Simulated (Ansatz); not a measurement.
A geometry of Sn away from equilibrium: step 2 of the relaxation of a generated cell, Sn built in the trigonal-Se structure type. Level of theory: PBEsol (plane waves to 420 eV, PAW, scalar-relativistic; Ansatz, a program for electronic structure). Γ-centred k-mesh 8×8×6 on the run's cell (coarser than for final values), Fermi–Dirac smearing 0.05 eV. The plane waves were selected for a different cell earlier on the path.

```
CELL_PARAMETERS angstrom
      4.81586     0.00000     0.00000
     -2.40793     4.17066     0.00000
      0.00000     0.00000     5.49133
ATOMIC_POSITIONS crystal
  Sn 0.26552 0.00000 0.83333
  Sn 0.00000 0.26552 0.16667
  Sn 0.73448 0.73448 0.50000
```

Q: Give the Cartesian forces on all atoms (eV/Å).

A: 
```json
[
 {"atom": "Sn1", "Fx": "0.81", "Fy": "0.00", "Fz": "0.00"},
 {"atom": "Sn2", "Fx": "-0.41", "Fy": "0.70", "Fz": "0.00"},
 {"atom": "Sn3", "Fx": "-0.41", "Fy": "-0.70", "Fz": "0.00"}
]
```

The path ends in Pm-3m (No. 221) (AFLOW prototype A_cP1_221_a (A_h)). No spin polarisation in the result.

The run could not lose the symmetry of its start: the end is stationary, and may be a saddle point rather than a minimum.

The end of the path is a generated cell of Sn: the first start was made by placing the elements on the sites of a structure type, and the end was not matched to a known phase here, so it may be hypothetical. Known forms of Sn include space group No. 141, 227.
